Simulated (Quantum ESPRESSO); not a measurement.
pw.x input (Quantum ESPRESSO 7.5; PBEsol, PseudoDojo standard norm-conserving files, fully relativistic):

```
&CONTROL
  calculation = 'scf'
  pseudo_dir = './pseudo'
  outdir = './out'
  tprnfor = .true.
  tstress = .true.
/
&SYSTEM
  ibrav = 0
  nat = 3
  ntyp = 2
  ecutwfc = 80.0
  ecutrho = 320.0
  occupations = 'smearing'
  smearing = 'fd'
  degauss = 0.002
  nbnd = 31
  noncolin = .true.
  lspinorb = .true.
/
&ELECTRONS
  conv_thr = 3e-10
/
ATOMIC_SPECIES
S 32.0600 S.upf
Mo 95.9500 Mo.upf
CELL_PARAMETERS angstrom
  1.576893102083   0.910419656894   5.996180067000
 -1.576893102017   0.910419657010   5.996180067000
 -0.000000000067  -1.820839313904   5.996180067000
ATOMIC_POSITIONS crystal
S   0.420069387500   0.420069387500   0.420069387500
S   0.246194751300   0.246194751300   0.246194751300
Mo   0.999755861200   0.999755861200   0.999755861200
K_POINTS automatic
10 10 10 0 0 0
```

End of the output:

```
     total energy              =    -184.82147263 Ry
     estimated scf accuracy    <       0.00000003 Ry
     total energy              =    -184.82147264 Ry
     estimated scf accuracy    <          4.4E-09 Ry
     total energy              =    -184.82147264 Ry
     estimated scf accuracy    <          1.3E-09 Ry
[...]
     the Fermi energy is    12.0011 ev
!    total energy              =    -184.82147264 Ry
     estimated scf accuracy    <          5.5E-11 Ry
     smearing contrib. (-TS)   =      -0.00000000 Ry
     internal energy E=F+TS    =    -184.82147264 Ry
     The total energy is F=E-TS. E is the sum of the following terms:
     one-electron contribution =     -77.49896556 Ry
     hartree contribution      =      50.36994604 Ry
     xc contribution           =     -33.17101911 Ry
     ewald contribution        =    -124.52143402 Ry
     convergence has been achieved in  13 iterations
     Forces acting on atoms (cartesian axes, Ry/au):
     atom    1 type  1   force =     0.00000000   -0.00000000   -0.00876181
     atom    2 type  1   force =     0.00000000    0.00000000    0.00870777
     atom    3 type  2   force =    -0.00000000    0.00000000    0.00005404
     Total force =     0.012353     Total SCF correction =     0.000011
     Computing stress (Cartesian axis) and pressure
          total   stress  (Ry/bohr**3)                   (kbar)     P=       -9.45
  -0.00007327  -0.00000000  -0.00000000          -10.78       -0.00       -0.00
  -0.00000000  -0.00007327   0.00000000           -0.00      -10.78        0.00
  -0.00000000  -0.00000000  -0.00004615           -0.00       -0.00       -6.79
```
In a gapped system the printed Fermi energy is only some level inside the gap.

Geometry relaxed with PBE+D3(BJ).
